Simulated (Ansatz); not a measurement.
CdS:
```
CELL_PARAMETERS angstrom
      4.12396     0.00000     0.00000
     -2.06198     3.57145     0.00000
      0.00000     0.00000     6.70929
ATOMIC_POSITIONS crystal
  Cd 0.66667 0.33333 0.00088
  Cd 0.33333 0.66667 0.50088
  S  0.66667 0.33333 0.62432
  S  0.33333 0.66667 0.12432
```

This is the PBEsol-relaxed structure. Tensor components refer to the Cartesian frame of this cell.

**Question.** All from DFT-PBEsol in the program Ansatz with PAW potentials, unless another level is named. Give the hole effective mass, band 2 of 2 at the edge.

**Answer.** 0.12 along x, 1.6 along z (mₑ).

**Question.** Give the weight of the conduction-edge state by species (Voronoi cells).

**Answer.** Cd 60 %, S 40 %.

Space group P6_3mc (wurtzite). The cell was relaxed with PBEsol under the symmetry of its start. Spin–orbit coupling is left out wherever it is not named.

Potentials: the later of the program's two PAW sets.

Edges and masses are those of Kohn–Sham bands, whose gap is no quasiparticle gap.
